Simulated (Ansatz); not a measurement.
The calculation used DFT PBE, scalar-relativistic, plane waves, PAW (Ansatz). Settings: cutoff 420 eV, Γ-centred meshes spaced at most about 0.3 Å⁻¹, and about 0.25 Å⁻¹ or finer for metals (2π included), Gaussian smearing. No spin polarisation in the final relaxations.

All energies are static (0 K, no zero-point motion).

Two relaxed structures of Si3Ge2:

A.

```
CELL_PARAMETERS angstrom
2.75320 0.00000 0.00000
-1.37660 2.38434 0.00000
0.00000 0.00000 12.82674
ATOMIC_POSITIONS crystal
Si 0.00000 0.00000 0.80892
Si 0.00000 0.00000 0.00000
Si 0.00000 0.00000 0.19108
Ge 0.00000 0.00000 0.39293
Ge 0.00000 0.00000 0.60707
```

B.

```
CELL_PARAMETERS angstrom
3.02951 0.00000 0.00000
-1.51476 2.62364 0.00000
0.00000 0.00000 21.22522
ATOMIC_POSITIONS crystal
Si 0.33333 0.66667 0.66190
Si 0.33333 0.66667 0.83810
Si 0.33333 0.66667 0.25000
Si 0.66667 0.33333 0.75000
Si 0.66667 0.33333 0.16190
Si 0.66667 0.33333 0.33810
Ge 0.33333 0.66667 0.06010
Ge 0.33333 0.66667 0.43990
Ge 0.66667 0.33333 0.93990
Ge 0.66667 0.33333 0.56010
```

**Question.** Which would you expect to be lower, and how large is the difference?

**Answer.** A is lower, by 162 meV/atom. A has space group P6/mmm (No. 191), 16.8 Å³/atom and no gap on its mesh; B has Si and Ge ordered on hcp sites, space group P6_3/mmc (No. 194), 16.9 Å³/atom and no gap. Counting Ge atoms around Si (those within 1.25 times the shortest such distance or 1.15 times the sum of covalent radii; a plus sign parts nearer from farther groups; the shortest distance is added where it is long for a bond; a slash parts the counts of unlike sites), A has Si 1/2+12 from 5.0 Å and B has Si 2 from 4.0 Å/3 from 2.8 Å. Even the lower one lies +0.33 eV/atom against the reference forms of the elements (uncorrected), so neither is stable at this level. Both come from invented guesses.

No dispersion correction is applied, so the spacing and binding between layers, chains or molecules are poorly described (P6_3/mmc), and this can change margins and order among such cells. Cells relaxed within their symmetry can be saddle points.
